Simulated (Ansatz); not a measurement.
**Axial (c/a) deformation path in MgS**

All numbers below come from Ansatz 0.2.0, DFT PBEsol, scalar-relativistic, plane waves, PAW. Settings: plane waves to 420 eV, k-mesh 9×9×4 (Γ-centred), Gaussian smearing 0.05 eV. No spin polarisation. Energies are free energies at this smearing, counted from the undisturbed cell; pressure is positive in compression.

Zero of the scan (as given, not relaxed at this level; it stands at -0.3 GPa; this wurtzite form isn't the usual structure):

```
Mg S
1.0
     4.03462    0.00000    0.00000
    -2.01731    3.49409    0.00000
     0.00000    0.00000    6.43229
Mg S
2 2
Direct
  0.66667 0.33333 0.49575
  0.33333 0.66667 0.99575
  0.33333 0.66667 0.37924
  0.66667 0.33333 0.87924
```

At fixed volume and fractional coordinates, lengths along (0.000, 0.000, 1.000) are scaled against those across it; ρ is that ratio over its starting value.

```
    ρ  ΔE (meV/atom) pressure (GPa) gap on the mesh (eV)
0.850          131.9             1.7                  3.03
0.920           30.9               ?                     ?
0.960            6.5            -0.3                  3.20
1.000            0.0            -0.3                  3.27
1.050           11.8             0.0                     ?
1.100           40.6             0.6                  3.24
1.200          134.0             2.5                  2.84
```

Task: Give the withheld values.

Result: pressure (GPa) at ρ = 0.920: 0.1; gap on the mesh (eV) at ρ = 0.920: 3.13; gap on the mesh (eV) at ρ = 1.050: 3.34.